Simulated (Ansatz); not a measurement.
## Two-dimensional strain map in CaBr

Theory: DFT PBEsol, scalar-relativistic, plane waves, PAW (Ansatz). Settings: plane waves to 420 eV, k-mesh 15×15×12 (Γ-centred), Gaussian smearing 0.15 eV. No spin polarisation. Energies are free energies at this smearing, counted from the undisturbed cell; pressure is positive in compression.

Zero of the scan (as given, not relaxed at this level; it stands at -1.6 GPa, and it needn't be the usual structure):

```yaml
crystal:
  lattice:
    - [3.91702, 0.00000, 0.00000]
    - [-1.95851, 3.39224, 0.00000]
    - [0.00000, 0.00000, 4.34103]
  atoms:
    - { symbol: Ca, position: [0.00000, 0.00000, 0.00000] }
    - { symbol: Br, position: [0.33333, 0.66667, 0.50000] }
```

The cell is strained by p along both x and y and by q along z, fractional coordinates fixed. Points are written (p, q).

Energy above the undisturbed cell in meV/atom (a dash: not computed):

```csv
p \ q,-0.050,-0.025,0.000,0.025,0.050
-0.050,6.0,-0.4,-0.4,5.8,17.4
0.000,-3.2,–,0.0,–,22.2
0.050,39.3,–,50.1,–,75.4
```

Pressure in GPa:

```
 p \ q  -0.050  -0.025  0.000  0.025  0.050
-0.050     2.6     1.8    1.0    0.4   -0.1
 0.000    -0.6       –   -1.6      –   -2.3
 0.050    -2.4       –   -3.0      –   -3.5
```